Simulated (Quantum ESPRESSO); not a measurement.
# Si5CGe2: input and log of a self-consistent run

Simulated, not a measurement. The program is pw.x of Quantum ESPRESSO 7.5 (plane-wave density functional theory). The cell is made up: 8 atoms on a zincblende/diamond lattice, with randomly drawn elements, strain and displacements, not relaxed. PseudoDojo standard norm-conserving files (v0.5 for PBE, v0.4.1 for LDA and PBEsol) set the functional; there is no spin polarisation, spin-orbit coupling or dispersion term, and the masses in the input are unused placeholders.

Input:

```
&control calculation='scf', pseudo_dir='./dojo.nc.sr.pbe.v0_5.standard.upf', outdir='./o', disk_io='low', tprnfor=.true., tstress=.true. /
&system ibrav=0, nat=8, ntyp=3, nbnd=36, ecutwfc=82.02448710, nosym=.true., tot_charge=0,
 occupations='smearing', smearing='fd', degauss=0.0073498644
/
&electrons conv_thr=7.350e-09, electron_maxstep=60, /
ATOMIC_SPECIES
C 1.0 C.upf
Ge 1.0 Ge.upf
Si 1.0 Si.upf
CELL_PARAMETERS angstrom
5.52 0.0 0.0
0.0 5.52 0.0
0.0 0.0 5.52
ATOMIC_POSITIONS angstrom
Si 0.0627 0.0369 0.059
Si 0.073 2.8996 2.6611
C 2.8217 -0.0212 2.7125
Si 2.6912 2.6927 0.0594
Si 1.3802 1.3082 1.2452
Ge 1.3125 4.3195 4.2734
Ge 4.0983 1.3796 4.2452
Si 3.969 4.0704 1.272
K_POINTS automatic
6 6 6 1 1 1
```

The log is shortened where brackets say so; the opening notice, blank lines, dates and the lines on written files are dropped, and the path of the files is cut. It prints rydbergs, bohrs and kilobars, and counts compression as positive stress.

```
     Program PWSCF v.7.5
     Parallel version (MPI & OpenMP), running on       4 processor cores
     Number of MPI processes:                 4
     Threads/MPI process:                     1
     [start-up lines left out]
     bravais-lattice index     =            0
     lattice parameter (alat)  =      10.4313  a.u.
     unit-cell volume          =    1135.0470 (a.u.)^3
     number of atoms/cell      =            8
     number of atomic types    =            3
     number of electrons       =        52.00
     number of Kohn-Sham states=           36
     kinetic-energy cutoff     =      82.0245  Ry
     charge density cutoff     =     328.0979  Ry
     scf convergence threshold =      7.3E-09
     mixing beta               =       0.7000
     number of iterations used =            8  plain     mixing
     Exchange-correlation= PBE
                           (   1   4   3   4   0   0   0)
     [axes and pseudopotential details left out]
   Cartesian axes
     site n.     atom                  positions (alat units)
         1        Si     tau(   1) = (   0.0113587   0.0066848   0.0106884  )
         2        Si     tau(   2) = (   0.0132246   0.5252899   0.4820833  )
         3        C      tau(   3) = (   0.5111775  -0.0038406   0.4913949  )
         4        Si     tau(   4) = (   0.4875362   0.4878080   0.0107609  )
         5        Si     tau(   5) = (   0.2500362   0.2369928   0.2255797  )
         6        Ge     tau(   6) = (   0.2377717   0.7825181   0.7741667  )
         7        Ge     tau(   7) = (   0.7424457   0.2499275   0.7690580  )
         8        Si     tau(   8) = (   0.7190217   0.7373913   0.2304348  )
     number of k points=   108  Fermi-Dirac smearing, width (Ry)=  0.0073
     Number of k-points >= 100: set verbosity='high' to print them.
     Dense  grid:   113801 G-vectors     FFT dimensions: (  64,  64,  64)
     Estimated max dynamical RAM per process >     356.35 MB
     Estimated total dynamical RAM >       1.31 GB
     Initial potential from superposition of free atoms
     starting charge      51.9952, renormalised to      52.0000
     Starting wfcs are   42 randomized atomic wfcs
     total cpu time spent up to now is        6.5 secs
     per-process dynamical memory:   301.2 Mb
     Self-consistent Calculation
     iteration #  1     ecut=    82.02 Ry     beta= 0.70
     Davidson diagonalization with overlap
     ethr =  1.00E-02,  avg # of iterations =  3.4
     Threshold (ethr) on eigenvalues was too large:
     Diagonalizing with lowered threshold
     Davidson diagonalization with overlap
     ethr =  6.81E-04,  avg # of iterations =  2.7
     total cpu time spent up to now is       34.1 secs
     total energy              =    -411.14363737 Ry
     estimated scf accuracy    <       0.36290692 Ry
     iteration #  2     ecut=    82.02 Ry     beta= 0.70
     Davidson diagonalization with overlap
     ethr =  6.98E-04,  avg # of iterations =  6.1
     total cpu time spent up to now is       48.8 secs
     total energy              =    -411.07238584 Ry
     estimated scf accuracy    <       1.08672881 Ry
     iteration #  3     ecut=    82.02 Ry     beta= 0.70
     Davidson diagonalization with overlap
     ethr =  6.98E-04,  avg # of iterations =  3.1
     total cpu time spent up to now is       62.1 secs
     total energy              =    -411.26251876 Ry
     estimated scf accuracy    <       0.03989413 Ry
     iteration #  4     ecut=    82.02 Ry     beta= 0.70
     Davidson diagonalization with overlap
     ethr =  7.67E-05,  avg # of iterations =  4.9
     total cpu time spent up to now is       76.2 secs
     total energy              =    -411.26944369 Ry
     estimated scf accuracy    <       0.00485915 Ry
     iteration #  5     ecut=    82.02 Ry     beta= 0.70
     Davidson diagonalization with overlap
     ethr =  9.34E-06,  avg # of iterations =  6.0
     total cpu time spent up to now is       91.7 secs
     total energy              =    -411.27040198 Ry
     estimated scf accuracy    <       0.00068152 Ry
     iteration #  6     ecut=    82.02 Ry     beta= 0.70
     Davidson diagonalization with overlap
     ethr =  1.31E-06,  avg # of iterations =  3.6
     total cpu time spent up to now is      105.4 secs
     total energy              =    -411.27054182 Ry
     estimated scf accuracy    <       0.00004840 Ry
     iteration #  7     ecut=    82.02 Ry     beta= 0.70
     Davidson diagonalization with overlap
     ethr =  9.31E-08,  avg # of iterations =  2.5
     total cpu time spent up to now is      117.6 secs
     total energy              =    -411.27055291 Ry
     estimated scf accuracy    <       0.00000220 Ry
     iteration #  8     ecut=    82.02 Ry     beta= 0.70
     Davidson diagonalization with overlap
     ethr =  4.23E-09,  avg # of iterations =  4.0
     total cpu time spent up to now is      131.4 secs
     total energy              =    -411.27055362 Ry
     estimated scf accuracy    <       0.00000095 Ry
     iteration #  9     ecut=    82.02 Ry     beta= 0.70
     Davidson diagonalization with overlap
     ethr =  1.82E-09,  avg # of iterations =  2.0
     total cpu time spent up to now is      143.1 secs
     total energy              =    -411.27055377 Ry
     estimated scf accuracy    <       0.00000009 Ry
     iteration # 10     ecut=    82.02 Ry     beta= 0.70
     Davidson diagonalization with overlap
     ethr =  1.82E-10,  avg # of iterations =  2.2
     total cpu time spent up to now is      155.7 secs
     total energy              =    -411.27055380 Ry
     estimated scf accuracy    <          7.8E-09 Ry
     iteration # 11     ecut=    82.02 Ry     beta= 0.70
     Davidson diagonalization with overlap
     ethr =  1.51E-11,  avg # of iterations =  2.6
     total cpu time spent up to now is      168.8 secs
     End of self-consistent calculation
     Number of k-points >= 100: set verbosity='high' to print the bands.
     the Fermi energy is     6.1948 ev
!    total energy              =    -411.27055380 Ry
     estimated scf accuracy    <          2.1E-09 Ry
     smearing contrib. (-TS)   =      -0.00209539 Ry
     internal energy E=F+TS    =    -411.26845841 Ry
     The total energy is F=E-TS. E is the sum of the following terms:
     one-electron contribution =    -233.76712119 Ry
     hartree contribution      =     143.88746439 Ry
     xc contribution           =    -106.38287394 Ry
     ewald contribution        =    -215.00592767 Ry
     convergence has been achieved in  11 iterations
     Forces acting on atoms (cartesian axes, Ry/au):
     atom    1 type  3   force =    -0.12894698   -0.00940641    0.02037727
     atom    2 type  3   force =    -0.02975663   -0.03392603    0.01398025
     atom    3 type  1   force =    -0.01824367    0.00134526   -0.00835486
     atom    4 type  3   force =    -0.02426631    0.02261725   -0.05291236
     atom    5 type  3   force =     0.04998960    0.00960982    0.15739933
     atom    6 type  2   force =     0.09829502   -0.06137091   -0.12881972
     atom    7 type  2   force =     0.01266678   -0.01676244   -0.10749601
     atom    8 type  3   force =     0.04026218    0.08789347    0.10582609
     Total force =     0.337044     Total SCF correction =     0.000114
     Computing stress (Cartesian axis) and pressure
          total   stress  (Ry/bohr**3)                   (kbar)     P=      -43.24
  -0.00024432   0.00005288  -0.00000864          -35.94        7.78       -1.27
   0.00005288  -0.00026945   0.00018135            7.78      -39.64       26.68
  -0.00000864   0.00018135  -0.00036811           -1.27       26.68      -54.15
     init_run     :      6.24s CPU      6.44s WALL (       1 calls)
     electrons    :    161.65s CPU    162.28s WALL (       1 calls)
     forces       :      1.95s CPU      1.97s WALL (       1 calls)
     stress       :      6.80s CPU      6.80s WALL (       1 calls)
     [timing details left out]
     PWSCF        :   2m56.79s CPU   2m57.67s WALL
     JOB DONE.
```

In other units: free energy -5595.621 eV for the cell, pressure -4.32 GPa, largest force component 4.047 eV/Å. A rerun of a related cell, with the same atoms placed differently, at 1347 eV and a 8 x 8 x 8 mesh moved values by no more than 0.002 eV in energy, 0.02 GPa in stress and 0.006 eV/Å in force.